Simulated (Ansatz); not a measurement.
Below is a relaxed structure of PbAuCl3. The cell was found from a structure generator's guess, not taken from experiment.

These are results of DFT PBE, scalar-relativistic, plane waves, PAW (Ansatz 0.2.0), not measurements. Cutoff 420 eV, Γ-centred mesh, Gaussian smearing, collinear spin.

```
CELL_PARAMETERS angstrom
6.10115 0.00000 0.00000
-3.05057 5.28375 0.00000
0.00000 0.00000 5.32205
ATOMIC_POSITIONS crystal
Pb 0.00000 0.00000 0.50000
Au 0.00000 0.00000 0.00000
Cl 0.50000 0.00000 0.00000
Cl 0.00000 0.50000 0.00000
Cl 0.50000 0.50000 0.00000
```

Formation energies are uncorrected and refer to the elements' standard structures at the same level (Cl₂ as a molecule).

Task: What space group does it have?

Result: P6/mmm (No. 191). Conventional cell: a = 6.101 Å, c = 5.322 Å. Around Pb lie 2 Au at 2.66 Å; around Au lie 2 Pb at 2.66 Å and 6 Cl at 3.05 Å; Cl has 4 Cl at 3.05 Å and 2 Au at 3.05 Å.

Task: What is its formation energy per atom?

Result: +0.25 eV/atom. The separate elements lie lower, so it is unstable against them.

Task: Is it a metal?

Result: Yes, bands cross the Fermi level on the 6×6×8 mesh.

Task: Which magnetic moments does it keep?

Result: 0.24 μB per atom net, the space between the atoms included; by site: Cl 0.4 (×3) μB.

The last run used collinear spin, a 6×6×8 mesh (in the run's order of axes) for its 5-atom cell and Gaussian smearing of 0.10 eV. Spin–orbit coupling, which can matter for Au and Pb, is left out. The magnetic state reached may not be the lowest. Symmetry constrained the relaxation, so the result can be a saddle point. Another cell of PbAuCl3 relaxed alike but without spin, in Pm-3m, lies 0.58 eV/atom lower, so this cell isn't the stable form at this level.
